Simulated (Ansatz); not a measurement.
Os:
```yaml
crystal:
  lattice:
    - [-1.53095, 1.53095, 1.53095]
    - [1.53095, -1.53095, 1.53095]
    - [1.53095, 1.53095, -1.53095]
  atoms:
    - { symbol: Os, position: [0.00000, 0.00000, 0.00000] }
```

Relaxed with PBEsol. Special points in fractions of this cell's reciprocal vectors: Γ (0.000, 0.000, 0.000); H (0.500, -0.500, 0.500); N (0.000, 0.000, 0.500); P (0.250, 0.250, 0.250).

Q: List the band energies nearest the Fermi level at these points for the program Ansatz at the PBEsol level (PAW).

A: In eV from the Fermi level; about four levels below and three above (degenerate sets whole), none deeper than 8.9 eV; … stands for higher levels left out; points with the same levels are listed once.

```
k                          below           above
-  -----------------------------  --------------
Γ  -3.42 -3.42 -3.42 -0.10 -0.10               …
H                    -7.48 -7.48  2.45 2.45 2.45
N        -7.88 -5.52 -0.28 -0.23     0.56 3.31 …
P              -4.75 -4.75 -4.75  0.69 0.69 5.66
```

Space group Im-3m (bcc (W type)). The start of the workflow was typed in or built on a structure type; neither database checked (COD, Materials Project) lists it. It is not the phase usual at ambient conditions (space group No. 194). The PBEsol relaxation kept the symmetry of its start. At this level the phase is mechanically unstable. No spin polarisation was allowed. Spin–orbit coupling is left out wherever it is not named.

Potentials: the later of the program's two PAW sets.
